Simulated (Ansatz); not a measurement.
Level of theory: DFT PBE, scalar-relativistic, plane waves, PAW (Ansatz 0.2.0). Settings: cutoff 420 eV, Γ-centred meshes spaced at most about 0.3 Å⁻¹ (2π included), Gaussian smearing. No spin polarisation in the final relaxations.

Temperature and zero-point effects are left out.

Compare these two cells of Al2BN3, each relaxed at this level.

1. Space group I4/mmm (No. 139), tetragonal, a = 2.817 Å, c = 11.501 Å. Around Al lie 1 N at 1.85 Å and 5 N at 1.99–2.10 Å; B is surrounded by 2 N at 1.81 Å and 4 N at 1.99 Å; around N on a site of symmetry 4mm lie 1 B at 1.81 Å and 5 Al at 1.99–2.10 Å; N on a site of symmetry 4/mmm has 2 Al at 1.85 Å and 4 B at 1.99 Å.

2. Space group P6_3/mmc (No. 194), hexagonal, a = 2.969 Å, c = 27.640 Å. Al has 3 N at 1.71 Å; B is surrounded by 3 N at 1.71 Å; N on a site of symmetry 3m is surrounded by 3 Al at 1.71 Å; N on a site of symmetry -6m2 has 3 B at 1.71 Å.

Question: Which is lower in energy, and by how much?

Answer: Cell 2 is lower, by 32 meV/atom. Cell 1 has Al and B ordered on rock salt sites, space group I4/mmm (No. 139), 7.6 Å³/atom and a gap of 2.43 eV on its mesh; cell 2 has space group P6_3/mmc (No. 194), 17.6 Å³/atom and a gap of 2.27 eV. Counting N atoms around Al and B (those within 1.25 times the shortest such distance or 1.15 times the sum of covalent radii; a plus sign parts nearer from farther groups), cell 1 has Al 6, B 2+4 and cell 2 has Al 3, B 3. Both come from invented guesses. A third cell relaxed alike, in P3m1, lies 0.55 eV/atom below the lower of the two.

Weakly bound directions are ill-defined at this level, which has no dispersion term (P6_3/mmc), and this can change margins and order among such cells. Kohn–Sham gaps at this level usually fall short of measured ones. Cells relaxed within their symmetry can be saddle points.
